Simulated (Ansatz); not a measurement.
Mg (A15 (β-W type), space group No. 223) at seven volumes, PBE (plane waves, PAW; program Ansatz), scaled uniformly. One row is withheld.

```
V (Å³/atom)  P (GPa)
-----------  -------
21.374             ?
22.079          2.38
22.784          1.10
23.488          0.01
24.193         -0.94
24.898         -1.75
25.602         -2.45
```

Problem. Fit the shown pressures and predict the withheld one.

Solution. Third-order Birch–Murnaghan: P = (3/2)B₀(x^(7/2) − x^(5/2))[1 + (3/4)(B′ − 4)(x − 1)] with x = (V₀/V)^(2/3). Least squares on the six rows gives V₀ = 23.493 Å³/atom, B₀ = 33.85 GPa, B′ = 4.01. At V = 21.374, x = 1.0650 and P = 3.87 GPa. The run itself gave 3.86 GPa.

Space group Pm-3n (A15 (β-W type)). The start of the workflow was typed in or built on a structure type; neither database checked (COD, Materials Project) lists it. It is not the phase usual at ambient conditions (space group No. 194). The cell was relaxed with PBE under the symmetry of its start; whether a distortion lowers the energy is not shown.

Potentials: the later of the program's two PAW sets.
